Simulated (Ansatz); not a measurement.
Problem. Name crystals whose computed values (plane-wave PAW PBE (Ansatz code)) fall in these windows: electron conductivity mass (mₑ) 2.6 to 3.1; gap (eV) 0.93 to 1.2.

Solution. 

```
crystal                                              electron conductivity mass (mₑ)  gap (eV)
---------------------------------------------------  -------------------------------  --------
FeBiO3, Ima2 (Bi on 4b, Fe on 4a, O on 8c, O on 4b)                              2.8      1.05
```
Others may fit too.

Spin orders computed, not proven ground states: FeBiO3, Ima2 (Bi on 4b, Fe on 4a, O on 8c, O on 4b) antiferromagnetic. Typed or built starts, not in the databases checked: FeBiO3, Ima2 (Bi on 4b, Fe on 4a, O on 8c, O on 4b). Not the usual ambient phase: FeBiO3, Ima2 (Bi on 4b, Fe on 4a, O on 8c, O on 4b). The cell was relaxed under the symmetry of its start. No Hubbard U is applied. Spin–orbit coupling is left out wherever it is not named.

Potentials: the later of the program's two PAW sets.
